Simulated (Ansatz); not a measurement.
Structure types of LaBi were relaxed at one common pressure (all-electron LAPW in Ansatz 0.2.0 under PBEsol, scalar-relativistic, no spin polarisation, zero temperature). They take these volumes:

| type | space group | V (Å³/atom) |
| --- | --- | --- |
| rocksalt | Fm-3m | 26.23 |
| CsCl | Pm-3m | 23.62 |
| zincblende | F-43m | 32.58 |
| distorted anti NiAs | P6_3/mmc | 25.53 |
| distorted NiAs | P6_3/mmc | 22.87 |

Task: At about which pressure, and is the densest type also the lowest in enthalpy?

Result: 29 GPa. The densest is distorted NiAs, and it is 142 meV/atom above CsCl: its gain in pV doesn't pay for its higher energy here.
